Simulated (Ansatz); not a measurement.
FePt:
```xyz
2
Lattice="2.7302 0.0000 0.0000 0.0000 2.7302 0.0000 0.0000 0.0000 3.7299" Properties=species:S:1:pos:R:3 pbc="T T T"
Fe     1.3651     1.3651     1.8649
Pt     0.0000     0.0000     0.0000
```
Starting moments (μB, in the order of the atoms Fe Pt): 3.3 0.4.

Relaxed with r²SCAN. Special points in fractions of this cell's reciprocal vectors: Γ (0.000, 0.000, 0.000); X (0.000, 0.500, 0.000); M (0.500, 0.500, 0.000); Z (0.000, 0.000, 0.500); R (0.000, 0.500, 0.500); A (0.500, 0.500, 0.500).

Q: List the band energies nearest the Fermi level at these points for plane-wave PAW r²SCAN (Ansatz code).

A: In eV from the Fermi level; about four levels below and three above (degenerate sets whole), none deeper than 8.9 eV; … stands for higher levels left out; points with the same levels are listed once.

```tsv
k	below	above
Γ ↑	-2.81 -0.98 -0.98 -0.86	2.22 9.76 11.91 11.91
X ↑	-3.23 -2.96 -1.89 -0.60	1.91 10.54 10.55
M ↑	-2.14 -1.24 -1.24 -1.16	0.37 1.53 1.53
Z ↑	-3.00 -2.43 -2.43 -1.06	15.83 15.92 …
R ↑	-1.06 -0.92 -0.76 -0.58	4.53 6.70 16.63
A ↑	-4.46 -4.46 -3.48 -2.13 -2.05	0.37 6.83 6.83
Γ ↓	-2.49 -2.49 -0.89 -0.79	1.00 2.00 2.00
X ↓	-2.70 -1.53 -1.11 -0.65	1.05 1.12 2.43
M ↓	-6.82 -5.30 -5.30 -5.05	1.06 1.34 1.34
Z ↓	-2.10 -2.10 -1.50 -0.74	0.65 0.76 0.76
R ↓	-2.33 -1.06 -0.65 -0.23	1.09 1.82 1.99
A ↓	-1.80 -1.63 -1.35 -1.35	1.07 1.32 1.93
```

Space group P4/mmm (L1₀ or tetragonal B2). Symmetry was held in the r²SCAN relaxation. Magnetic state: ferromagnetic, chosen from 5 collinear starts compared on coarse meshes (ties went to the first, and starts can fall back to one state), not a proven ground state. Textbook magnetic order: ferromagnetic. Other orbital occupations within this spin state were not tried. For itinerant 3d metals, meta-GGAs of the SCAN family and hybrids are commonly reported to give too large moments. Scalar-relativistic: spin–orbit coupling is off unless named, which matters more the heavier the elements.

Potentials: the later of the program's two PAW sets.
